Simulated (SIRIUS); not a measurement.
A self-consistent single point of Cu3Sn (P6_3/mmc, 8 atoms in the cell; from Materials Project mp-13138, changed as shown).

```yaml
crystal:
  lattice:
    - [5.51646, 0.00000, 0.00000]
    - [-2.75823, 4.77739, 0.00000]
    - [0.00000, 0.00000, 4.28019]
  atoms:
    - { symbol: Cu, position: [0.15577, 0.84423, 0.75000] }
    - { symbol: Cu, position: [0.84423, 0.15577, 0.25000] }
    - { symbol: Cu, position: [0.31154, 0.15577, 0.25000] }
    - { symbol: Cu, position: [0.68846, 0.84423, 0.75000] }
    - { symbol: Cu, position: [0.15577, 0.31154, 0.75000] }
    - { symbol: Cu, position: [0.84423, 0.68846, 0.25000] }
    - { symbol: Sn, position: [0.33333, 0.66667, 0.25000] }
    - { symbol: Sn, position: [0.66667, 0.33333, 0.75000] }
```

Computed with PBEsol, GBRV PBEsol ultrasoft pseudopotentials (plane waves; SIRIUS).

SIRIUS settings:

- parameters.ngridk = 5 5 6
- parameters.xc_functionals = [XC_GGA_X_PBE_SOL, XC_GGA_C_PBE_SOL]
- parameters.gk_cutoff = 6.325 1/bohr
- parameters.pw_cutoff = 14.143 1/bohr
- parameters.smearing = fermi_dirac
- parameters.smearing_width = 0.00499791 Ha
- potentials = GBRV PBEsol ultrasoft pseudopotentials
- parameters.electronic_structure_method = pseudopotential
- parameters.num_bands = 85
- parameters.num_mag_dims = 0
- parameters.num_dft_iter = 100
- parameters.energy_tol = 1e-07 Ha
- parameters.density_tol = 1e-06
- mixer.type = anderson
- mixer.beta = 0.7
- mixer.use_hartree = false

Results:

- Number of valence electrons = 142
- Number of bands = 85
- Number of k-points after the program's reduction = 20
- Number of plane waves (most at a k-point) = 3280
- Number of SCF iterations = 21
- FFT grid = 50 × 50 × 40
- Free energy E − TS = -37264.3708 eV
- Fermi level (on the code's own zero) = 15.75 eV
- Pressure = -2.52 GPa
- Largest force (vector length) = 0.020 eV/Å

Forces (eV/Å):
| atom | Fx | Fy | Fz |
|---|---|---|---|
| Cu1 | -0.017 | 0.010 | 0.000 |
| Cu2 | 0.017 | -0.010 | 0.000 |
| Cu3 | -0.017 | -0.010 | 0.000 |
| Cu4 | 0.017 | 0.010 | 0.000 |
| Cu5 | 0.000 | -0.020 | 0.000 |
| Cu6 | 0.000 | 0.020 | 0.000 |
| Sn7 | 0.000 | 0.000 | 0.000 |
| Sn8 | 0.000 | 0.000 | 0.000 |

Stress (GPa, positive for compression):
```
-2.23   0.00   0.00
 0.00  -2.23   0.00
 0.00   0.00  -3.08
```

For comparison: a first run was changed to give this one (lattice scaled by 0.98), and from it to this one the free energy falls by 30.9 meV/atom, the pressure goes from -8.77 to -2.52 GPa and the largest force goes from 0.107 to 0.020 eV/Å.

The structure comes from a collection of computed structures, made at another level of theory; the collection holds predicted forms beside known ones. Its lattice was then scaled. No clean gap shows at this smearing width and mesh (spacing up to 0.26 Å⁻¹); the mesh is coarse for partly filled bands, so the values carry mesh errors.

Cost on one core: about 2.2 core-minutes (a rough figure).
